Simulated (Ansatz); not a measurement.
AlRu (Cmcm), relaxed with r²SCAN (Ansatz, a first-principles code, plane waves, PAW): a = 2.9783 Å, b = 9.0812 Å, c = 4.0819 Å, α = β = γ = 90.00°.

| Item | Value |
|---|---|
| ΔH_f (eV/atom) | -0.50 |
| B₀ by P(V) fit (GPa) | 195 |

The same phase is relaxed and computed with PBEsol in the same code. What are the cell and these values now?

a = 2.9484 Å, b = 9.0858 Å, c = 4.0889 Å, α = 90.00°, β = 90.00°, γ = 90.00°.

- ΔH_f (eV/atom): -0.40
- B₀ by P(V) fit (GPa): 196

Typed or built starts, not in the databases checked: AlRu, Cmcm (Al on 4c, Ru on 4c). All cells were relaxed under the symmetry of their starts (and spin orders); stability against distortions was not tested throughout. Rows with no word on spin ran without spin polarisation. Spin–orbit coupling is left out wherever it is not named.

Potentials: the later of the program's two PAW sets.

Ansatz is a plane-wave DFT program.

Formation energies count from the lowest solids of the elements computed at the same level, not from gases.
